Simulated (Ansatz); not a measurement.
BBi (zincblende) at its r2SCAN geometry: many-body runs in Ansatz on a coarse mesh, with settings drawn wide and some wrong on purpose. No gap below is converged. No spin polarisation. The prototype was imposed, so other structures may be more stable.

The first input:
```yaml
crystal:
  lattice:
    - [0.0, 2.7448744688, 2.7448744688]
    - [2.7448744688, 0.0, 2.7448744688]
    - [2.7448744688, 2.7448744688, 0.0]
  atoms:
    - { symbol: B, position: [0.0, 0.0, 0.0] }
    - { symbol: Bi, position: [0.25, 0.25, 0.25] }
kpoints:
  mp_grid: { grid: [4, 4, 4] }
hamiltonian:
  xc: hse06
scf:
  occupations: { method: fixed }
gw:
  n_empty_bands: 60
  ecut_chi: 2000
  qp_bands: [v1, c1]
  qp_kpoints: band_edges
  screening: { model: contour_deformation }
```

Question: How does it end?

Answer: The input is refused before any iteration.
```
Error: memory limit exceeded: the `pass consumer` phase of `gw bands` needs 5.97 GiB against the run's memory maximum of 3.60 GiB; largest carriers: gw stage rest 4.66 GiB, gw screening matrices 1.05 GiB, exchange sum transients 0.09 GiB, consumer's unmodelled tail 0.05 GiB, fock fold scratch 0.03 GiB; wavefunction blocks cannot be spilled […]
```

Question: And with these blocks in place of the first input's?
```yaml
hamiltonian:
  xc: pbe
gw:
  n_empty_bands: 60
  ecut_chi: 80
  qp_bands: [v1, c1]
  qp_kpoints: band_edges
  screening: { model: godby_needs }
  plasmon_pole_fit_frequency: 5
```

Answer: It runs. The PBE gap over the mesh, 0.29 eV, becomes 0.67 eV, with 69 bands summed and 65 plane waves in the screening.
```
--- G₀W₀: ω_p = 5.0000 eV, 64 q-points, 60 empty bands' worth ---
    ik  band        ε_KS         Σx   Σc(E_QP)       V_xc       Z   E_QP_lin       E_QP  E_QP is
     0     9     10.6034   -15.2356     1.2137   -14.2251  0.7441    10.8063    10.8066  root
     0    10     10.8960   -11.6352    -3.7814   -16.0778  0.7318    11.5610    11.5571  root
     1     9      9.6146   -15.1928     1.5551   -13.7781  0.7451     9.7549     9.7551  root
     1    10     11.3680    -9.9026    -3.7538   -14.1493  0.7443    11.8631    11.8609  root
     2     9      8.9945   -15.3323     1.8626   -13.5718  0.7424     9.0965     9.0966  root
     2    10     11.0145   -10.1066    -3.6270   -14.2003  0.7467    11.4831    11.4812  root
     3     9      8.3448   -15.1083     2.0153   -13.1461  0.7406     8.3979     8.3979  root
     3    10     11.6714    -8.0260    -3.6779   -11.9667  0.7605    11.9348    11.9341  root
     6     9      7.1316   -15.2584     2.5729   -12.6779  0.7305     7.1240     7.1240  root
     6    10     11.4638    -7.8237    -3.7190   -11.6129  0.7657    11.5341    11.5340  root
```
The points are ik 0 = (0, 0, 0) (Γ), ik 1 = (0, 0, 1/4), ik 2 = (0, 0, -1/2), ik 3 = (0, 1/4, 1/4), ik 6 = (0, -1/2, -1/2); band 9 is the last filled one.

Question: And with these blocks in place of the first input's?
```yaml
hamiltonian:
  xc: lda
gw:
  n_empty_bands: 60
  ecut_chi: 80
  qp_bands: [v1, c1]
  qp_kpoints: band_edges
  screening: { model: contour_deformation }
  q_mesh: [1, 1, 1]
```

Answer: It runs. The LDA gap over the mesh, 0.34 eV, becomes 0.37 eV, with 69 bands summed and 65 plane waves in the screening. A single q point can't stand for the zone.
```
--- G₀W₀: contour deformation, 8 samples at zero and on the imaginary axis and 2 off it, 1 q-point, 60 empty bands' worth ---
    ik  band        ε_KS         Σx   Σc(E_QP)       V_xc       Z   E_QP_lin       E_QP  E_QP is
     0     9     10.2974   -19.8783     5.2593   -14.5117  0.6375    10.1891    10.1901  root
     0    10     10.6341    -9.5593    -6.7587   -16.2435  0.6182    10.5597    10.5596  root
     1     9      9.3045   -19.3896     5.2574   -14.0768  0.6578     9.2489     9.2491  root
     1    10     11.0545    -6.7399    -7.4561   -14.4000  0.6421    11.2682    11.2585  root
     2     9      8.6842   -19.1682     5.2418   -13.8742  0.6603     8.6318     8.6320  root
     2    10     10.7036    -6.8559    -7.4026   -14.4587  0.6481    10.9119    10.9038  root
     3     9      8.0303   -18.7824     5.2770   -13.4533  0.6635     7.9780     7.9782  root
     3    10     11.3042    -5.4600    -6.9456   -12.2976  0.6717    11.1972    11.1962  root
     6     9      6.8154   -18.3465     5.2853   -12.9878  0.6666     6.7415     6.7420  root
     6    10     11.1285    -5.5180    -6.7511   -11.9625  0.6672    10.8299    10.8218  root
```
The points are ik 0 = (0, 0, 0) (Γ), ik 1 = (0, 0, 1/4), ik 2 = (0, 0, -1/2), ik 3 = (0, 1/4, 1/4), ik 6 = (0, -1/2, -1/2); band 9 is the last filled one.

Question: And with these blocks in place of the first input's?
```yaml
hamiltonian:
  xc: pbe
gw:
  n_empty_bands: 60
  ecut_chi: 80
  qp_bands: [v1, c1]
  qp_kpoints: band_edges
  screening: { model: contour_deformation }
```

Answer: It runs. The PBE gap over the mesh, 0.29 eV, becomes 0.69 eV, with 69 bands summed and 65 plane waves in the screening.
```
--- G₀W₀: contour deformation, 8 samples at zero and on the imaginary axis and 2 off it, 64 q-points, 60 empty bands' worth ---
    ik  band        ε_KS         Σx   Σc(E_QP)       V_xc       Z   E_QP_lin       E_QP  E_QP is
     0     9     10.6034   -15.2356     0.9971   -14.2251  0.7575    10.5900    10.5900  root
     0    10     10.8960   -11.6352    -4.0009   -16.0778  0.7461    11.3482    11.3377  root
     1     9      9.6146   -15.1928     1.3299   -13.7781  0.7565     9.5296     9.5298  root
     1    10     11.3680    -9.9026    -3.9535   -14.1493  0.7506    11.6659    11.6612  root
     2     9      8.9945   -15.3323     1.6331   -13.5718  0.7508     8.8670     8.8671  root
     2    10     11.0145   -10.1066    -3.8269   -14.2003  0.7583    11.2870    11.2813  root
     3     9      8.3448   -15.1083     1.7857   -13.1461  0.7507     8.1661     8.1683  root
     3    10     11.6714    -8.0260    -3.8439   -11.9667  0.7691    11.7684    11.7681  root
     6     9      7.1316   -15.2584     2.3496   -12.6779  0.7386     6.8977     6.9007  root
     6    10     11.4638    -7.8237    -3.8166   -11.6129  0.7870    11.4396    11.4363  root
```
The points are ik 0 = (0, 0, 0) (Γ), ik 1 = (0, 0, 1/4), ik 2 = (0, 0, -1/2), ik 3 = (0, 1/4, 1/4), ik 6 = (0, -1/2, -1/2); band 9 is the last filled one.

Spin-orbit coupling is left out; in compounds of Pb, Bi, Tl or Hg it can lower a gap by up to about 1 eV, split its edges or invert the bands.
